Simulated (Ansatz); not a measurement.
HfSiSe, first-principles data

HfSiSe:
```yaml
crystal:
  lattice:
    - [3.52806, 0.00000, 0.00000]
    - [0.00000, 3.52806, 0.00000]
    - [0.00000, 0.00000, 9.29849]
  atoms:
    - { symbol: Hf, position: [0.00000, 0.50000, 0.77110] }
    - { symbol: Hf, position: [0.50000, 0.00000, 0.22890] }
    - { symbol: Si, position: [0.00000, 0.00000, 0.00000] }
    - { symbol: Si, position: [0.50000, 0.50000, 0.00000] }
    - { symbol: Se, position: [0.50000, 0.00000, 0.64804] }
    - { symbol: Se, position: [0.00000, 0.50000, 0.35196] }
```

Space group P4/nmm (No. 129); conventional cell a = 3.528 Å, b = 3.528 Å, c = 9.298 Å, α = 90.00°, β = 90.00°, γ = 90.00°.

Method: r²SCAN in the plane-wave PAW code Ansatz. Structure relaxed to zero pressure with the same functional. Other levels are named where they apply.

Cell and energy:

| Property | Value |
|---|---|
| Volume per atom | 19.29 Å³ |
| Density | 8.19 g/cm³ |
| Formation energy from the elements (no fitted shifts) | -1.10 eV/atom |

Electronic structure:

| Property | Result |
|---|---|
| Electronic character | metallic (no gap) |
| Density of states at the Fermi level | 0.14 states/eV per atom (mean over ±0.08 eV) |

The first step of the workflow began from a Materials Project structure, measured or hypothetical; the Crystallography Open Database files this formula in space group No. 129, but the cells were not matched. Its standing as an ambient phase is unchecked. Symmetry was held in the r²SCAN relaxation; whether a distortion lowers the energy is not shown. No spin polarisation was allowed. The references are the lowest solids computed at this level, not always the standard phases. Scalar-relativistic: spin–orbit coupling is off unless named, which matters more the heavier the elements.

Potentials: the earlier of the program's two PAW sets.
